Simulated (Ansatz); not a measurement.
C:
```
CELL_PARAMETERS angstrom
      2.51804     0.00000     0.00000
     -1.25902     2.18069     0.00000
      0.00000     0.00000     8.30471
ATOMIC_POSITIONS crystal
  C  0.00000 0.00000 0.59297
  C  0.00000 0.00000 0.40703
  C  0.00000 0.00000 0.09297
  C  0.00000 0.00000 0.90703
  C  0.33333 0.66667 0.34447
  C  0.66667 0.33333 0.65553
  C  0.66667 0.33333 0.84447
  C  0.33333 0.66667 0.15553
```

Relaxed with PBE. Special points in fractions of this cell's reciprocal vectors: Γ (0.000, 0.000, 0.000); M (0.500, 0.000, 0.000); K (0.333, 0.333, 0.000); A (0.000, 0.000, 0.500); L (0.500, 0.000, 0.500); H (0.333, 0.333, 0.500).

List the band energies nearest the valence-band maximum at these points for the program Ansatz at the PBE level (PAW).

In eV from the valence-band maximum; about four levels below and three above (degenerate sets whole), none deeper than 8.9 eV; points with the same levels are listed once.

```tsv
k	below	above
Γ	-1.72 -1.72 -0.22 0.00 0.00	5.30 5.30 5.46
M	-4.91 -4.66 -3.66 -2.96	4.61 5.57 5.99
K	-7.08 -5.58 -5.58 -4.14	6.24 6.24 7.87
A	-0.65 -0.65 -0.65 -0.65	6.06 6.06 6.06 6.06
L	-4.71 -4.71 -3.65 -3.65	4.95 4.95 6.98 6.98
H	-5.41 -5.41 -5.07 -5.07	5.15 5.15 9.69 9.69
```

Space group P6_3/mmc. The workflow started from a Materials Project entry (that database holds measured and hypothetical structures alike). Its sites differ from those of the usual phase in this space group: another stacking or structure type. The PBE relaxation kept the symmetry of its start; whether a distortion lowers the energy is not shown.

Potentials: the earlier of the program's two PAW sets.
